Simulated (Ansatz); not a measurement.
Ta₂N:
```cif
data_N3Ta6
_chemical_formula_sum 'Ta6 N3'
_space_group_name_H-M_alt 'P-31m'
_space_group_IT_number 162
_space_group_name_Hall '-P 3 2'
_cell_length_a 5.29133
_cell_length_b 5.29133
_cell_length_c 4.93093
_cell_angle_alpha 90.000
_cell_angle_beta 90.000
_cell_angle_gamma 120.000
loop_
_atom_site_label
_atom_site_type_symbol
_atom_site_symmetry_multiplicity
_atom_site_Wyckoff_symbol
_atom_site_fract_x
_atom_site_fract_y
_atom_site_fract_z
_atom_site_occupancy
Ta1 Ta 6 k 0.33301 0.33301 0.24685 1
N1 N 2 d 0.33333 0.66667 0.50000 1
N2 N 1 a 0.00000 0.00000 0.00000 1
```

Relaxed at zero pressure with plane-wave PAW r²SCAN (Ansatz code).

Q: The volume is lowered by 9 % and shape and atoms relax at that volume. What pressure results, and how do the axes share the change?

A: 34.7 GPa; a -3.2 %, b -3.2 %, c -2.9 %; the energy rises by 119 meV/atom.

Q: Give the new structure.

A: 
Space group P-31m (No. 162); a = 5.123 Å, b = 5.123 Å, c = 4.788 Å, α = 90.00°, β = 90.00°, γ = 120.00°

```json
[
 {"atom": "Ta", "site": "6k", "symmetry": "..m", "x": "0.3338", "y": "0.3338", "z": "0.2458"},
 {"atom": "N", "site": "2d", "symmetry": "3.2", "x": "0.3333", "y": "0.6667", "z": "0.5000"},
 {"atom": "N", "site": "1a", "symmetry": "-3.m", "x": "0.0000", "y": "0.0000", "z": "0.0000"}
]
```

The phase is kept; no other phase was compared at this pressure.

The workflow started from a Materials Project entry (that database holds measured and hypothetical structures alike); the Crystallography Open Database copy checked does not list it. Whether it is the stable phase at ambient conditions was not checked. Symmetry was held in the r²SCAN relaxation; its stability against distortions is not shown here. The run is not spin-polarised. Scalar-relativistic: spin–orbit coupling is off unless named, which matters more the heavier the elements.

Potentials: the earlier of the program's two PAW sets. The files were generated under PBE; for other functionals the program regenerates the frozen cores, and for LDA and PBEsol the local potential too.
